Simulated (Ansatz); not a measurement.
Ansatz (a first-principles code) input:

Ansatz 0.2 input:
```yaml
crystal:
  lattice:
    - [3.9729629887, 0.0, 0.0]
    - [0.0, 3.9729629887, 0.0]
    - [0.0, 0.0, 3.9729629887]
  atoms:
    - { symbol: Sc, position: [0.0, 0.0, 0.0] }
    - { symbol: F, position: [0.0, 0.0, 0.5] }
    - { symbol: F, position: [0.5, 0.0, 0.0] }
    - { symbol: F, position: [0.0, 0.5, 0.0] }
kpoints:
  mp_grid: { grid: [7, 7, 7] }
hamiltonian:
  xc: lda
  pseudopotentials: { kind: paw }
scf:
  occupations: { method: fixed }
elastic: { mode: relaxed_ion, stencil: two_point, amplitude: 0.005, f_tol: 0.0005 }
```

Output (shortened):

```
Pseudopotential: Sc, paw, valence charge 11
Pseudopotential: F, paw, valence charge 7
Functional definition: SPW92
Crystal: 4 atoms, lattice volume = 62.711 Å³
Basis set: ecut = 420 eV, 1237 PW (Γ)
Bands: 20, of which v1, the nominal top of the filled ones, is band 16 counted from 1 (15 counted from 0)
Symmetry: 48 space group operations
Space group: Pm-3m (ITA 221), of the structure as read, at distance tolerance 4.0e-5 Å
k-points: 20 of 343
SCF iter   1: F=—  HF=-4477.845985 eV  |F-HF|=—  |Δ(HF+E_count)|=         —  Δρ=1.84e-2  dr2=1.52e-1  ethr=1.77e-3  ⟨swp⟩=3.4  Hψ=1652  notcnv=0  defer=23
preconditioner: auto → Resta (q_TF=auto, 2.439 Å⁻¹)
SCF iter   2: F=—  HF=-4477.806575 eV  |F-HF|=—  |Δ(HF+E_count)|=   3.94e-2  Δρ=5.86e-3  dr2=8.32e-3  ethr=4.76e-4  ⟨swp⟩=2.0  Hψ=783  notcnv=0  defer=29
SCF iter   3: F=—  HF=-4477.804116 eV  |F-HF|=—  |Δ(HF+E_count)|=   2.46e-3  Δρ=1.94e-3  dr2=1.28e-3  ethr=2.60e-5  ⟨swp⟩=2.0  Hψ=630  notcnv=0  defer=30
SCF iter   4: F=—  HF=-4477.803729 eV  |F-HF|=—  |Δ(HF+E_count)|=   3.87e-4  Δρ=3.18e-4  dr2=4.81e-5  ethr=4.01e-6  ⟨swp⟩=2.7  Hψ=734  notcnv=0  defer=33
SCF iter   5: F=—  HF=-4477.803724 eV  |F-HF|=—  |Δ(HF+E_count)|=   4.21e-6  Δρ=3.83e-5  dr2=1.25e-6  ethr=1.50e-7  ⟨swp⟩=2.0  Hψ=595  notcnv=0  defer=1
SCF iter   6: F=—  HF=-4477.803724 eV  |F-HF|=—  |Δ(HF+E_count)|=   6.82e-8  Δρ=1.13e-5  dr2=1.08e-7  ethr=3.90e-9  ⟨swp⟩=2.4  Hψ=595  notcnv=0
SCF iter   7: F=—  HF=-4477.803725 eV  |F-HF|=—  |Δ(HF+E_count)|=   1.24e-7  Δρ=2.69e-6  dr2=5.41e-9  ethr=3.37e-10  ⟨swp⟩=2.4  Hψ=674  notcnv=0
SCF iter   8: F=—  HF=-4477.803725 eV  |F-HF|=—  |Δ(HF+E_count)|=   1.60e-8  Δρ=3.62e-7  dr2=5.60e-11  ethr=1.69e-11  ⟨swp⟩=2.2  Hψ=575  notcnv=0
SCF iter  10: F=-4477.803725 eV  HF=-4477.803725 eV  |F-HF|=0.00e0  |Δ(HF+E_count)|=  1.82e-12  Δρ=3.33e-9  dr2=5.39e-15  ethr=1.00e-12  ⟨swp⟩=5.3  Hψ=1627  notcnv=0
SCF 1 converged in 10 iterations: F = -4477.803725 eV  dr2 = 5.39e-15
Crystal: 4 atoms, lattice volume = 62.397 Å³
Basis set: ecut = 420 eV, 1229 PW (Γ)
Symmetry: 16 space group operations
k-points: 40 of 343
iter 1 solved again at ethr=1.08e-6 eV; its pass at ethr=3.10e-3 eV (dr2=3.46e-4 eV) is discarded
SCF iter   1: F=—  HF=-4477.802689 eV  |F-HF|=—  |Δ(HF+E_count)|=         —  Δρ=6.70e-4  dr2=2.89e-4  ethr=1.08e-6  ⟨swp⟩=2.0  Hψ=3881  notcnv=0  defer=40
preconditioner: auto → Resta (q_TF=auto, 2.441 Å⁻¹)
SCF iter   2: F=—  HF=-4477.802598 eV  |F-HF|=—  |Δ(HF+E_count)|=   9.06e-5  Δρ=2.94e-4  dr2=7.19e-5  ethr=9.02e-7  ⟨swp⟩=2.1  Hψ=1249  notcnv=0  defer=75
SCF iter   3: F=—  HF=-4477.802578 eV  |F-HF|=—  |Δ(HF+E_count)|=   2.06e-5  Δρ=1.85e-4  dr2=1.75e-5  ethr=2.25e-7  ⟨swp⟩=2.3  Hψ=1236  notcnv=0  defer=27
SCF iter   4: F=—  HF=-4477.802575 eV  |F-HF|=—  |Δ(HF+E_count)|=   2.95e-6  Δρ=4.20e-5  dr2=1.86e-6  ethr=5.47e-8  ⟨swp⟩=2.1  Hψ=1216  notcnv=0  defer=22
SCF iter   5: F=—  HF=-4477.802575 eV  |F-HF|=—  |Δ(HF+E_count)|=   5.34e-7  Δρ=1.18e-5  dr2=1.20e-7  ethr=5.81e-9  ⟨swp⟩=2.7  Hψ=1270  notcnv=0  defer=22
SCF iter   6: F=—  HF=-4477.802576 eV  |F-HF|=—  |Δ(HF+E_count)|=   1.98e-7  Δρ=4.48e-6  dr2=8.70e-9  ethr=3.74e-10  ⟨swp⟩=2.2  Hψ=1053  notcnv=0  defer=22
SCF iter   7: F=—  HF=-4477.802576 eV  |F-HF|=—  |Δ(HF+E_count)|=   8.16e-9  Δρ=3.24e-6  dr2=4.26e-9  ethr=2.72e-11  ⟨swp⟩=2.0  Hψ=1265  notcnv=0  defer=22
SCF iter   8: F=—  HF=-4477.802576 eV  |F-HF|=—  |Δ(HF+E_count)|=  8.91e-10  Δρ=1.28e-6  dr2=6.66e-10  ethr=1.33e-11  ⟨swp⟩=2.3  Hψ=1088  notcnv=0  defer=22
SCF iter  11: F=-4477.802576 eV  HF=-4477.802576 eV  |F-HF|=1.82e-12  |Δ(HF+E_count)|=    0.00e0  Δρ=3.01e-9  dr2=4.86e-15  ethr=1.00e-12  ⟨swp⟩=4.0  Hψ=2645  notcnv=0
SCF 2 converged in 11 iterations: F = -4477.802576 eV  dr2 = 4.86e-15
Crystal: 4 atoms, lattice volume = 63.025 Å³
iter 1 solved again at ethr=8.13e-10 eV; its pass at ethr=3.10e-3 eV (dr2=2.60e-7 eV) is discarded
SCF iter   1: F=—  HF=-4477.802387 eV  |F-HF|=—  |Δ(HF+E_count)|=         —  Δρ=2.97e-5  dr2=2.37e-7  ethr=8.13e-10  ⟨swp⟩=2.9  Hψ=3999  notcnv=0  defer=40
preconditioner: auto → Resta (q_TF=auto, 2.437 Å⁻¹)
SCF iter   2: F=—  HF=-4477.802387 eV  |F-HF|=—  |Δ(HF+E_count)|=   3.21e-8  Δρ=1.02e-5  dr2=2.51e-8  ethr=7.40e-10  ⟨swp⟩=2.0  Hψ=1220  notcnv=0  defer=40
SCF iter   3: F=—  HF=-4477.802387 eV  |F-HF|=—  |Δ(HF+E_count)|=   1.88e-8  Δρ=4.87e-6  dr2=4.06e-9  ethr=7.86e-11  ⟨swp⟩=2.2  Hψ=1270  notcnv=0  defer=40
SCF iter   4: F=—  HF=-4477.802387 eV  |F-HF|=—  |Δ(HF+E_count)|=   7.67e-9  Δρ=2.09e-6  dr2=9.60e-10  ethr=1.27e-11  ⟨swp⟩=1.2  Hψ=878  notcnv=0  defer=40
SCF iter   5: F=—  HF=-4477.802387 eV  |F-HF|=—  |Δ(HF+E_count)|=   1.51e-9  Δρ=4.42e-7  dr2=6.07e-11  ethr=3.00e-12  ⟨swp⟩=2.7  Hψ=1465  notcnv=0  defer=40
SCF iter   6: F=—  HF=-4477.802387 eV  |F-HF|=—  |Δ(HF+E_count)|=  7.64e-11  Δρ=1.66e-7  dr2=1.18e-11  ethr=1.90e-13 (applied; sched 1.00e-12)  ⟨swp⟩=2.0  Hψ=1268  notcnv=0  defer=40
SCF iter   7: F=—  HF=-4477.802387 eV  |F-HF|=—  |Δ(HF+E_count)|=  9.09e-13  Δρ=2.13e-8  dr2=2.49e-13  ethr=3.68e-14 (applied; sched 1.00e-12)  ⟨swp⟩=2.0  Hψ=1218  notcnv=0  defer=40
SCF iter   8: F=-4477.802387 eV  HF=-4477.802387 eV  |F-HF|=0.00e0  |Δ(HF+E_count)|=  9.09e-13  Δρ=5.85e-9  dr2=2.57e-14  ethr=1.00e-12  ⟨swp⟩=4.0  Hψ=2535  notcnv=0
SCF 3 converged in 8 iterations: F = -4477.802387 eV  dr2 = 2.57e-14
Crystal: 4 atoms, lattice volume = 62.711 Å³
Symmetry: 8 space group operations
k-points: 64 of 343
iter 1 solved again at ethr=5.39e-8 eV; its pass at ethr=3.10e-3 eV (dr2=1.72e-5 eV) is discarded
SCF iter   1: F=—  HF=-4477.803772 eV  |F-HF|=—  |Δ(HF+E_count)|=         —  Δρ=1.80e-4  dr2=5.88e-6  ethr=5.39e-8  ⟨swp⟩=3.2  Hψ=6748  notcnv=0  defer=66
preconditioner: auto → Resta (q_TF=auto, 2.439 Å⁻¹)
SCF iter   2: F=—  HF=-4477.803774 eV  |F-HF|=—  |Δ(HF+E_count)|=   2.12e-6  Δρ=9.68e-5  dr2=1.92e-6  ethr=1.84e-8  ⟨swp⟩=1.0  Hψ=1280  notcnv=0  defer=10
SCF iter   3: F=—  HF=-4477.803774 eV  |F-HF|=—  |Δ(HF+E_count)|=   9.12e-8  Δρ=7.64e-6  dr2=3.41e-8  ethr=5.99e-9  ⟨swp⟩=1.0  Hψ=1280  notcnv=0  defer=5
SCF iter   4: F=—  HF=-4477.803774 eV  |F-HF|=—  |Δ(HF+E_count)|=   1.50e-8  Δρ=8.30e-6  dr2=2.61e-8  ethr=1.07e-10  ⟨swp⟩=2.0  Hψ=2113  notcnv=0  defer=5
SCF iter   5: F=—  HF=-4477.803774 eV  |F-HF|=—  |Δ(HF+E_count)|=   6.82e-9  Δρ=9.05e-7  dr2=2.70e-10  ethr=8.15e-11  ⟨swp⟩=2.1  Hψ=1978  notcnv=0  defer=5
SCF iter   6: F=—  HF=-4477.803774 eV  |F-HF|=—  |Δ(HF+E_count)|=  1.08e-10  Δρ=1.36e-7  dr2=1.05e-11  ethr=8.45e-13 (applied; sched 1.00e-12)  ⟨swp⟩=2.9  Hψ=2364  notcnv=0  defer=5
SCF iter   7: F=—  HF=-4477.803774 eV  |F-HF|=—  |Δ(HF+E_count)|=  3.64e-12  Δρ=2.61e-8  dr2=5.03e-13  ethr=3.27e-14 (applied; sched 1.00e-12)  ⟨swp⟩=2.7  Hψ=1990  notcnv=0  defer=5
SCF iter   8: F=-4477.803774 eV  HF=-4477.803774 eV  |F-HF|=0.00e0  |Δ(HF+E_count)|=    0.00e0  Δρ=9.93e-9  dr2=3.72e-14  ethr=1.00e-12  ⟨swp⟩=4.0  Hψ=4116  notcnv=0
SCF 4 converged in 8 iterations: F = -4477.803774 eV  dr2 = 3.72e-14
Crystal: 4 atoms, lattice volume = 62.711 Å³
iter 1 solved again at ethr=5.76e-11 eV; its pass at ethr=3.10e-3 eV (dr2=1.84e-8 eV) is discarded
SCF iter   1: F=—  HF=-4477.803774 eV  |F-HF|=—  |Δ(HF+E_count)|=         —  Δρ=1.50e-5  dr2=1.57e-8  ethr=5.76e-11  ⟨swp⟩=2.9  Hψ=6498  notcnv=0  defer=64
preconditioner: auto → Resta (q_TF=auto, 2.439 Å⁻¹)
SCF iter   2: F=—  HF=-4477.803774 eV  |F-HF|=—  |Δ(HF+E_count)|=   9.84e-8  Δρ=6.93e-6  dr2=4.68e-9  ethr=4.90e-11  ⟨swp⟩=2.0  Hψ=2040  notcnv=0  defer=64
SCF iter   3: F=—  HF=-4477.803774 eV  |F-HF|=—  |Δ(HF+E_count)|=   2.91e-8  Δρ=2.95e-6  dr2=6.57e-10  ethr=1.46e-11  ⟨swp⟩=2.5  Hψ=1776  notcnv=0  defer=64
SCF iter   4: F=—  HF=-4477.803774 eV  |F-HF|=—  |Δ(HF+E_count)|=   5.59e-9  Δρ=1.51e-7  dr2=2.75e-11  ethr=2.05e-12  ⟨swp⟩=2.1  Hψ=1810  notcnv=0  defer=64
SCF iter   5: F=—  HF=-4477.803774 eV  |F-HF|=—  |Δ(HF+E_count)|=  2.55e-11  Δρ=5.27e-8  dr2=3.49e-12  ethr=8.58e-14 (applied; sched 1.00e-12)  ⟨swp⟩=1.9  Hψ=1417  notcnv=0  defer=64
SCF iter   6: F=-4477.803774 eV  HF=-4477.803774 eV  |F-HF|=1.82e-12  |Δ(HF+E_count)|=  6.37e-12  Δρ=1.05e-8  dr2=4.83e-14  ethr=1.00e-12  ⟨swp⟩=2.5  Hψ=4987  notcnv=0
SCF 5 converged in 6 iterations: F = -4477.803774 eV  dr2 = 4.83e-14
SCF converged after 10 iterations
Free energy (F): -4477.803725 eV
Harris-Foulkes:  -4477.803725 eV  (|F-HF|=0.00e0)
Internal energy: -4477.803725 eV  (E = F + TS)
E sigma→0 (E₀):  -4477.803725 eV
Fermi energy:    -0.411038 eV
--- Per-component energies (eV) ---
  E_band       = -389.226776
  E_kinetic    = 878.504170
  E_local      = -3346.693878  (includes V_loc(G=0)·N_el)
  E_nonlocal   = 307.734579
  E_hartree    = 1259.624313
  E_xc         = -338.015239
  E_vxc        = -432.648137  (∫ρ·V_xc dr)
  E_paw        = -1470.936775  (= ΣΔE_a)
  E_vpaw       = -315.378212  (= ΣTr[D̂ρ^β])
  E_aug_tail   = 0.006079  (compensation charges beyond the density's cutoff)
  E_ewald      = -1768.671652
  E_core_change = 0.644678  (= ΣΔE_core)
  E_smearing   =  0.000000  (= −TS)
  E_closure    =  0.000000  (closes the sum)
  Σ components = -4477.803725   (vs F -4477.803725, Δ=0.00e0)
  [band-id]    e_kinetic+e_local+e_nonlocal+2·e_hartree+e_vxc+e_vpaw+e_augmentation_tail = -389.226774   (vs E_band -389.226776, Δ=1.74e-6)
--- Forces (eV/Å), atoms counted from 1 ---
  atom   1  Sc     0.00000000     0.00000000     0.00000000
  atom   2  F      0.00000000     0.00000000     0.00000000
  atom   3  F      0.00000000     0.00000000     0.00000000
  atom   4  F      0.00000000     0.00000000     0.00000000
  max |Σ_I F_I| component: 0.0 eV/Å
--- Stress (GPa, compression-positive) ---
       -0.008814       0.000000       0.000000
        0.000000      -0.008814       0.000000
        0.000000       0.000000      -0.008814
  P = ⅓ Tr σ = -0.0088 GPa (-0.088 kbar)
--- Band table (eV; the first three rows and the last of 20) ---
  k-point 0: bands = ["-45.5369", "-24.5390", "-24.5390", "-24.5390", "-20.1033", "-19.8223", "-19.8223", "-2.1243", "-2.1243", "-2.1243", "-0.9950", "-0.9950", "-0.9950", "-0.9207", "-0.9207", "-0.9207", "5.9840", "5.9840", "5.9840", "7.3317"]
  k-point 1: bands = ["-45.5358", "-24.6474", "-24.5379", "-24.5379", "-20.0506", "-19.8211", "-19.6734", "-2.3358", "-2.1010", "-2.1010", "-1.1660", "-1.0814", "-1.0814", "-1.0210", "-0.9386", "-0.9386", "5.9924", "6.1681", "6.1681", "7.6016"]
  k-point 2: bands = ["-45.5333", "-24.8670", "-24.5356", "-24.5356", "-20.0142", "-19.8184", "-19.2723", "-2.9306", "-2.0289", "-2.0289", "-1.5099", "-1.3217", "-1.3217", "-1.0769", "-0.9408", "-0.9408", "6.0112", "6.5793", "6.5793", "7.8996"]
  k-point 19: bands = ["-45.5202", "-25.0121", "-25.0112", "-25.0112", "-18.9409", "-18.9265", "-18.9265", "-3.4569", "-3.4128", "-3.4128", "-2.7347", "-2.7133", "-2.7133", "-0.4295", "-0.4295", "-0.4110", "7.6420", "7.6539", "7.6539", "10.6449"]
--- Elastic constants: 2 strain directions × 2 members + reference (group order 48) ---
  dense FFT box of the reference and of every strained cell: 27×27×27
  strains applied: 11, 23; error gains: componentwise 1.00 (the most a stress slope's error grows in a printed constant), spectral 1.73 (1 for all six strains …
  C = ∂σ_k/∂η_j (tension-positive GPa; Voigt order 11 22 33 23 13 12):
       280.778     19.596     19.596      0.000      0.000      0.000
        19.596    280.778     19.596      0.000      0.000      0.000
        19.596     19.596    280.778      0.000      0.000      0.000
         0.000      0.000      0.000     17.977      0.000      0.000
         0.000      0.000      0.000      0.000     17.977      0.000
         0.000      0.000      0.000      0.000      0.000     17.977
  reference stress σ⁰ (GPa):      0.009      0.009      0.009      0.000      0.000      0.000
  C* (energy form; C + prestress term) asymmetry max|C*_kj − C*_jk| = 1.421e-14 GPa — a small one proves nothing (zero by symmetry where the batch's group is …
  moduli (Voigt/Reuss/Hill, GPa): K = 106.66/106.66/106.66   G = 63.02/27.44/45.23   E = 118.89   ν = 0.314
  mechanically stable: yes (min eigenvalue of sym C = 17.98 GPa)
  where every solve meets its electron count the energy-path curvature estimates C_jj along a normal strain and C_jj − ¼(σ⁰_aa + σ⁰_bb) along a shear (ab), of …
  strain η (Voigt 11):  stress-route row diagonal C_11 = 280.78 GPa, energy-path curvature d²(F+E_count+ΔE)/dδ²/Ω₀ = 281.13 GPa
         δ    σ_11 (GPa)             F (eV)   n_scf  n_hpsi   n_pw
    -5.000e-3      -1.4319       -4477.8025756      11   17865   1241   relax 0 steps, max|allowed force component| 0.0 eV/Å
     5.000e-3       1.3759       -4477.8023874       8   14453   1251   relax 0 steps, max|allowed force component| 0.0 eV/Å
  strain η (Voigt 23):  stress-route row diagonal C_44 = 17.98 GPa, energy-path curvature d²(F+E_count+ΔE)/dδ²/Ω₀ = 18.04 GPa
         δ    σ_23 (GPa)             F (eV)   n_scf  n_hpsi   n_pw
    -5.000e-3      -0.0899       -4477.8037744       8   22825   1242   relax 0 steps, max|allowed force component| 0.0 eV/Å
     5.000e-3       0.0899       -4477.8037744       6   19484   1242   relax 0 steps, max|allowed force component| 0.0 eV/Å
```

Cost: very roughly 15 core-seconds on shared cores.

The workflow started from a Materials Project entry (that database holds measured and hypothetical structures alike); the Crystallography Open Database files this formula in space group No. 221, but the cells were not matched. Its standing as an ambient phase is unchecked. The LDA relaxation kept the symmetry of its start; phonons on a q-mesh show weakly imaginary modes. The run is not spin-polarised.

Potentials: the later of the program's two PAW sets.

Ansatz is a plane-wave DFT program.
